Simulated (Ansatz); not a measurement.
Total density of states per atom from plane-wave PAW r²SCAN (Ansatz code), in 0.25 eV bins, energy from the valence-band maximum:

(E (eV), states/eV/atom): (-7.55, 0.00); (-7.30, 2.40); (-7.05, 2.08); (-6.80, 1.23); (-6.55, 3.08); (-6.30, 1.21); (-6.05, 0.00); (-5.80, 0.00); (-5.55, 0.53); (-5.30, 2.43); (-5.05, 2.07); (-4.80, 1.02); (-4.55, 3.29); (-4.30, 0.72); (-4.05, 0.43); (-3.80, 0.77); (-3.55, 0.33); (-3.30, 0.58); (-3.05, 0.82); (-2.80, 0.47); (-2.55, 0.54); (-2.30, 0.67); (-2.05, 0.83); (-1.80, 0.90); (-1.55, 0.80); (-1.30, 1.00); (-1.05, 1.38); (-0.80, 1.10); (-0.55, 0.72); (-0.30, 0.49); (-0.05, 0.11); (0.20, 0.00); (0.45, 0.00); (0.70, 0.00); (0.95, 0.01); (1.20, 0.01); (1.45, 0.02); (1.70, 0.03); (1.95, 0.04); (2.20, 0.05); (2.45, 0.06); (2.70, 0.08); (2.95, 0.09); (3.20, 0.10); (3.45, 0.11); (3.70, 0.12); (3.95, 0.13); (4.20, 0.14); (4.45, 0.16); (4.70, 0.17); (4.95, 0.20); (5.20, 0.25)

Task: Pick the material that matches.
(A) ZnCdO2, P3m1 (Zn on 1a, Cd on 1c, O on 1c, O on 1a)
(B) Nb2O5, C2/m (Nb on 4i, O on 4i, O on 2a, O on 4i)
(C) LuZn2, Imma (Lu on 4e, Zn on 8h)
(D) ZnS, 6H polytype

Result: A, ZnCdO2, P3m1 (Zn on 1a, Cd on 1c, O on 1c, O on 1a). Top 1 eV of the valence band: O 2p 80 %, Zn 3d 10 %, Cd 4d 7 %. Bottom 1 eV of the conduction band: Cd 5s 31 %, O 2p 27 %, Zn 4s 21 %, O 2s 16 %. Projections are on Löwdin-orthogonalised atomic valence shells; empty p or d shells of many metals are not among them.

The first step of the workflow began from a Materials Project structure, measured or hypothetical; the Crystallography Open Database copy checked does not list it. Its standing as an ambient phase is unchecked. Symmetry was held in the r²SCAN relaxation; of distortions, only those at the zone centre were tested. Spin–orbit coupling is left out wherever it is not named.

Potentials: the later of the program's two PAW sets.
